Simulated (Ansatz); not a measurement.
# WSe₂ (P6_3/mmc)

Computed with Ansatz 0.2.0, DFT PBEsol+D3(BJ), scalar-relativistic, plane waves, PAW.

Settings: cutoff 420 eV, Γ-centred mesh 12×12×2 on the computed 6-atom cell, Gaussian smearing of 0.02 eV; no spin polarisation.

The structure is relaxed at this level of theory with its symmetry kept.

Space group P6_3/mmc (No. 194). a = 3.230 Å, b = 3.230 Å, c = 12.415 Å, α = 90.00°, β = 90.00°, γ = 120.00°
```csv
atom,site,symmetry,x,y,z
W,2c,-6m2,0.3333,0.6667,0.2500
Se,4f,3m.,0.3333,0.6667,0.6146
```

```
Space group                                                                                                                                 : P6_3/mmc (No. 194)
Volume per atom                                                                                                                             : 18.70 Å³
Kohn–Sham band gap                                                                                                                          : 0.67 eV, indirect from Γ to (0.182, 0.182, 0.000)
Löwdin character of the top 1 eV of the valence band                                                                                        : W 5d 58 %, Se 4p 36 %
Löwdin character of the lowest 1 eV of the conduction band                                                                                  : W 5d 62 %, Se 4p 28 %, unprojected 5 %
Electron masses at the edge by Cartesian direction of the standard setting (m_e; degenerate bands sorted by energy; no spin-orbit coupling) : x: 0.43; y: 0.40; z: 0.34
Hole masses at the edge by Cartesian direction of the standard setting (m_e; degenerate bands sorted by energy; no spin-orbit coupling)     : x: 0.60; y: 0.60; z: 1.5
Bulk modulus                                                                                                                                : 67 GPa
Its pressure derivative                                                                                                                     : 9.0
Electronic dielectric constant xx, yy, zz of the standard setting (independent particles)                                                   : 16.7, 16.7, 13.0
Bader charges (e)                                                                                                                           : W (2 in the cell) 1.02, Se (4 in the cell) -0.51
```

Spin-orbit coupling is left out, which matters for the bands of heavy elements.

Cost: 12 runs of about 21 core-minutes in all, on Intel Xeon Platinum 8259CL (Skylake/Cascade Lake) (shared hosts).